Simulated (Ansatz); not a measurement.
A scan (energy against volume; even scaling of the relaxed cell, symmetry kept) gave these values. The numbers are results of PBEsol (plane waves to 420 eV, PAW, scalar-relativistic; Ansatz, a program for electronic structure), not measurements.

- Bulk modulus at fixed cell shape B₀ (third-order Birch-Murnaghan fit): 98.4 GPa
- Pressure derivative B₀′ (fit): 4.5
- Equilibrium volume of the fit: 10.98 Å³/atom

Task: Of these crystals, all scanned alike, which one is it?
(A) NiSi (MnP type, space group Pnma)
(B) MgF₂ (rutile)
(C) SiSe₂ (SiS2 type, space group Ibam)
(D) HgS (cinnabar type, space group P3_221)

Result: B, MgF₂ (rutile). The others have, for the bulk modulus at fixed cell shape: SiSe2 13.6 GPa, HgS 23.0 GPa, NiSi 185 GPa

All were relaxed with their symmetry unable to fall. NiSi is run without spin polarisation. Spin-orbit coupling is left out. With the shape held, the modulus is that of even scaling; a crystal free to change shape is softer.

(Under strain, the slope of the energy per volume gives the stress and its curvature an elastic modulus.)
